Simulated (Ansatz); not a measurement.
## Structure relaxation, Cu$_{2}$O

The start is a generated trial cell of Cu2O in the AFLOW prototype A2B_oP12_62_2c_c (C37, as in Co2Si). The cell and all atomic positions are relaxed at zero pressure with r2SCAN (plane waves to 500 eV, PAW, scalar-relativistic; Ansatz, a first-principles code). First-step values are on the input's coarse k-mesh.

Ansatz input (later rounds restart from its end on a renewed k-mesh):
Ansatz 0.2 input:
```yaml
crystal:
  lattice:
    - [4.5167283, 0, 0]
    - [0, 3.4330074, 0]
    - [0, 0, 6.5289593]
  atoms:
    - { symbol: Cu, position: [0.538, 0.25, 0.782] }
    - { symbol: Cu, position: [0.038, 0.25, 0.718] }
    - { symbol: Cu, position: [0.462, 0.75, 0.218] }
    - { symbol: Cu, position: [0.962, 0.75, 0.282] }
    - { symbol: Cu, position: [0.174, 0.25, 0.062] }
    - { symbol: Cu, position: [0.674, 0.25, 0.438] }
    - { symbol: Cu, position: [0.826, 0.75, 0.938] }
    - { symbol: Cu, position: [0.326, 0.75, 0.562] }
    - { symbol: O, position: [0.702, 0.25, 0.111] }
    - { symbol: O, position: [0.202, 0.25, 0.389] }
    - { symbol: O, position: [0.298, 0.75, 0.889] }
    - { symbol: O, position: [0.798, 0.75, 0.611] }
basis: { ecutwfc: 500, ecutrho_ratio: 4, xc_grid: 4, fft_grid_basis: typed }
kpoints: { mp_grid: { grid: [4, 6, 3] } }
hamiltonian:
  xc: r2scan
  dispersion: none
  pseudopotentials: { azcp: { folder: ./paw }, kind: paw }
scf: { occupations: { method: fermi_dirac, width: 0.05 } }
relax: { f_tol: 0.01, max_steps: 100, cell: { stress_tol: 0.02 } }
output: { forces: true, stress: true }
```

**Question.** How large is the pressure on the unrelaxed cell, and of which sign?

**Answer.** +41 GPa (positive: the cell is compressed).

**Question.** By how much does the energy per atom fall from start to end?

**Answer.** 0.36 eV/atom.

**Question.** What band gap does the relaxed structure have at this level?

**Answer.** Zero (metallic).

The space group stays Pnma (No. 62) (the run could not lower it), with 12 atoms in the primitive cell. Final values are on a 6×14×6 k-mesh of the relaxed cell. No spin polarisation in the result. The d or f electrons are treated with no Hubbard U.

The run could not lose the symmetry of its start: the end is stationary, and may be a saddle point rather than a minimum.

The relaxed structure here is a generated cell of Cu2O: the first start was made by placing the elements on the sites of a structure type, and the end was not matched to a known phase here, so it may be hypothetical. Known forms of Cu2O include space group No. 224.
